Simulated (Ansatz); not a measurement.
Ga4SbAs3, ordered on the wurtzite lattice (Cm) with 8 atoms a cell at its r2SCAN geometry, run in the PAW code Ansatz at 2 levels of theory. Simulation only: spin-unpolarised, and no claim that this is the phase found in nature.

The r2SCAN input:
```yaml
crystal:
  lattice:
    - [7.5953355596, -2.04097145, 0.0357738862]
    - [7.5953355596, 2.04097145, 0.0357738862]
    - [-3.3048896347, 0.0, 6.2380523106]
  atoms:
    - { symbol: As, position: [1.0039261151, 1.0039261151, 0.6713300288] }
    - { symbol: As, position: [0.7499986011, 0.7499986011, 0.0851842566] }
    - { symbol: Ga, position: [0.1874274209, 0.1874274209, 0.8650738821] }
    - { symbol: Ga, position: [0.9366659141, 0.9366659141, 0.2728180103] }
    - { symbol: As, position: [0.4966650865, 0.4966650865, 0.1640095387] }
    - { symbol: Sb, position: [0.250788477, 0.250788477, 0.5811353089] }
    - { symbol: Ga, position: [0.6796510609, 0.6796510609, 0.3340589585] }
    - { symbol: Ga, position: [0.4448773242, 0.4448773242, 0.776390016] }
kpoints:
  mp_grid: { grid: [6, 6, 4] }
  band_path:
    path:
      - [0.0, 0.0, 0.0]
      - [-0.2730036538, 0.2730036538, 0.0]
      - [0.2730036538, 0.7269963462, 0.0]
      - [0.5, 0.5, 0.0]
      - [0.5, 0.5, -0.5]
      - [0.2500361977, 0.7499638023, -0.5]
      - [-0.2500361977, 0.2500361977, -0.5]
      - [0.0, 0.0, -0.5]
      - [0.0, 0.5, -0.5]
      - [0.05, 0.05, 0.0]
    npoints: 1
hamiltonian:
  xc: r2scan
scf:
  occupations: { method: fermi_dirac, width: 0.02 }
  n_extra_bands: 6
output:
  forces: true
  stress: true
  eigenvalues: true
```

Main results, then, where recorded, the levels near the gap in eV from the Fermi energy (columns number the bands from 0), one row a point of the path (Γ, C, C₂, Y₂, M₂, D, D₂, A, L₂, Y₂–Γ (0.90)):
```
Crystal: 8 atoms, lattice volume = 193.885 Å³
Symmetry: 2 space group operations
Space group: Cm (ITA 8)
```
```
Basis set: ecut = 500 eV, 4967 PW (Γ)
k-points: 47 of 144 (time reversal used)
SCF 1 converged in 8 iterations: F = -36256.788338 eV  dr2 = 5.84e-8
Free energy (F): -36256.788338 eV
Internal energy: -36256.788304 eV  (E = F + TS)
E sigma→0 (E₀):  -36256.788321 eV
Entropy (-TS):   -0.000033 eV (-0.004 meV/atom)
Fermi energy:    8.085477 eV
--- Forces (eV/Å), atoms counted from 1 ---
  atom   1  As    -0.00046      0.00000    -0.00085
  atom   2  As      0.00108      0.00000    -0.00124
  atom   3  Ga      0.00261      0.00000      0.00106
  atom   4  Ga    -0.00147      0.00000      0.00019
  atom   5  As    -0.00162      0.00000      0.00004
  atom   6  Sb    -0.00162      0.00000      0.00248
  atom   7  Ga      0.00018      0.00000      0.00022
  atom   8  Ga      0.00137      0.00000    -0.00185
--- Stress (GPa, compression-positive) ---
       -0.020556       0.000000      -0.002135
        0.000000      -0.016912       0.000000
       -0.002135       0.000000      -0.018970
  P = ⅓ Tr σ = -0.0188 GPa (-0.188 kbar)
```
```tsv
band_52	band_53	band_54	band_55	band_56	band_57	band_58
-1.530	-0.446	-0.170	-0.091	0.091	0.659	1.072
-2.888	-2.817	-2.425	-2.204	2.178	2.269	2.371
-2.888	-2.817	-2.425	-2.204	2.178	2.269	2.371
-1.293	-1.273	-0.706	-0.483	0.967	1.033	1.638
-1.724	-1.516	-1.317	-0.812	1.102	1.693	2.080
-2.425	-2.159	-1.844	-1.631	1.012	1.226	1.339
-2.425	-2.159	-1.844	-1.631	1.012	1.226	1.339
-1.809	-1.529	-1.272	-0.806	1.141	1.220	2.162
-2.583	-2.337	-2.185	-1.448	1.023	1.150	1.235
-1.525	-0.650	-0.182	-0.101	0.231	0.679	1.056
```

With r2SCAN the gap is 0.18 eV and direct, at Γ.

Task: In the first input these blocks are replaced (the band path and keys that only write files left aside):
```yaml
kpoints:
  mp_grid: { grid: [4, 4, 2] }
hamiltonian:
  xc: hse06
```
What comes out?

Result:
```
Basis set: ecut = 420 eV, 3775 PW (Γ)
k-points: 14 of 32 (time reversal used)
SCF 1 converged in 10 iterations: F = -36186.891079 eV  dr2 = 4.80e-10
Exchange kernel: α = 0.2500, screened, ω = 0.2079 Å⁻¹, Wigner–Seitz truncation, v(0) = 1033.8627 eV·Å³, q-mesh 4×4×2
SCF 2 stopped early in 6 iterations: F = -36197.024514 eV  dr2 = 1.91e-6
hybrid outer 1: dexx = +5.503e-2 eV, tail = 3.15e-4 eV
SCF 3 converged in 7 iterations: F = -36197.024823 eV  dr2 = 2.39e-10
hybrid outer 2: dexx = +6.218e-6 eV, tail = 1.35e-7 eV, Δε = 3.28e-3 eV, ΔF = 4.75e-3 eV/Å
SCF 4 converged in 2 iterations: F = -36197.024823 eV  dr2 = 2.98e-9
hybrid outer 3: dexx = +7.649e-9 eV, tail = 8.24e-9 eV, Δε = 8.60e-5 eV, ΔF = 1.39e-4 eV/Å
Free energy (F): -36197.024823 eV
Fermi energy:    8.118880 eV
--- Forces (eV/Å), atoms counted from 1 ---
  atom   1  As      0.01500      0.00000    -0.03085
  atom   2  As      0.01740      0.00000      0.01758
  atom   3  Ga      0.01695      0.00000    -0.04211
  atom   4  Ga    -0.01669      0.00000      0.02654
  atom   5  As      0.00080      0.00000    -0.01003
  atom   6  Sb    -0.00748      0.00000      0.03974
  atom   7  Ga      0.00416      0.00000    -0.01255
  atom   8  Ga    -0.03013      0.00000      0.01167
--- Stress (GPa, compression-positive) ---
        0.127464       0.000000       0.008053
        0.000000       0.948955       0.000000
        0.008053       0.000000       0.115711
  P = ⅓ Tr σ = 0.3974 GPa (3.974 kbar)
```
```tsv
band_52	band_53	band_54	band_55	band_56	band_57	band_58
-1.777	-0.617	-0.346	-0.278	0.278	0.841	1.250
-3.198	-3.117	-2.692	-2.450	2.376	2.472	2.540
-3.198	-3.117	-2.692	-2.450	2.376	2.472	2.540
-1.520	-1.490	-0.910	-0.695	1.183	1.205	1.845
-1.949	-1.757	-1.523	-1.037	1.307	1.886	2.319
-2.694	-2.414	-2.096	-1.866	1.186	1.396	1.506
-2.694	-2.414	-2.096	-1.866	1.186	1.396	1.506
-2.037	-1.772	-1.477	-1.028	1.342	1.420	2.402
-2.861	-2.590	-2.453	-1.678	1.196	1.311	1.403
-1.771	-0.792	-0.358	-0.288	0.392	0.855	1.236
```
With HSE06 the gap is 0.56 eV and direct, at Γ. With the atoms held, the mean pressure is +0.4 GPa (compression positive). The stress of a hybrid is loosely converged here.

Small level splittings and stresses of the hybrids carry the error of their coarser meshes.

Totals of different functionals can't be compared.

No spin-orbit coupling is included; it can move band edges with weight on the heavy atoms by tenths of an eV.

The meshes of the hybrids are coarse, so their gaps aren't converged to the digits shown.
